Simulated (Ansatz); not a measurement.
The relaxed structure here is a generated cell of Pd: the first start was made by placing the elements on the sites of a structure type, and the end was not matched to a known phase here, so it may be hypothetical. Known forms of Pd include space group No. 225.

The end point of a relaxation of Pd. Space group Pm-3n (No. 223). Calculation: PBE (plane waves to 420 eV, PAW, scalar-relativistic; Ansatz, an electronic-structure program).

```xyz
8
Lattice="5.0137 0.0000 0.0000 0.0000 5.0137 0.0000 0.0000 0.0000 5.0137" Properties=species:S:1:pos:R:3 pbc="T T T"
Pd     1.2534     0.0000     2.5068
Pd     3.7603     0.0000     2.5068
Pd     0.0000     2.5068     1.2534
Pd     0.0000     2.5068     3.7603
Pd     2.5068     1.2534     0.0000
Pd     2.5068     3.7603     0.0000
Pd     0.0000     0.0000     0.0000
Pd     2.5068     2.5068     2.5068
```

```yaml
volume_per_atom: 15.75 Å³
band_gap: zero (metallic)
shortest_distances: Pd–Pd 2.51 Å
k-mesh: 9×9×9
```

Band energies at high-symmetry points (eV from the Fermi level; labels of this space group; no spin-orbit coupling), from −5 eV up to 1.1 eV:

| point | energies |
|---|---|
| Γ | -4.28 -4.15 -4.15 -4.15 -3.88 -3.47 -3.47 -3.47 -3.33 -3.33 -3.33 -2.99 -2.94 -2.94 -2.80 -2.80 -2.18 -2.18 -2.18 -1.62 -1.62 -1.62 -1.30 -1.30 -1.30 -1.18 -1.18 -1.18 -0.88 -0.88 -0.63 -0.63 -0.20 -0.20 -0.20 0.06 0.06 0.06 |
| X | -4.74 -4.74 -4.07 -4.07 -3.92 -3.92 -3.89 -3.89 -3.33 -3.33 -3.16 -3.16 -2.95 -2.95 -2.64 -2.64 -2.45 -2.45 -2.02 -2.02 -1.87 -1.87 -1.67 -1.67 -1.58 -1.58 -1.45 -1.45 -0.94 -0.94 -0.57 -0.57 -0.50 -0.50 -0.45 -0.45 0.03 0.03 0.47 0.47 |
| M | -4.82 -4.54 -4.54 -4.43 -4.23 -4.23 -4.11 -3.46 -3.41 -3.41 -3.36 -3.28 -3.28 -3.24 -3.21 -2.89 -2.76 -2.71 -2.56 -2.46 -2.46 -2.10 -2.10 -1.98 -1.98 -1.90 -1.79 -1.17 -0.97 -0.95 -0.79 -0.79 -0.78 -0.67 -0.47 -0.47 -0.37 -0.12 -0.12 -0.04 0.06 0.31 0.31 0.59 |
| R | -4.14 -4.14 -4.14 -4.14 -4.14 -4.14 -3.65 -3.65 -3.65 -3.65 -3.63 -3.63 -2.92 -2.92 -2.92 -2.92 -2.92 -2.92 -2.45 -2.45 -2.45 -2.45 -2.45 -2.45 -1.43 -1.43 -1.43 -1.43 -1.43 -1.43 -0.44 -0.44 -0.44 -0.44 -0.44 -0.44 -0.33 -0.33 -0.33 -0.33 |

No spin polarisation in the result.

The run could not lose the symmetry of its start, so the end can be a saddle point.

All atoms sit on sites fixed by symmetry, so only the cell could relax.
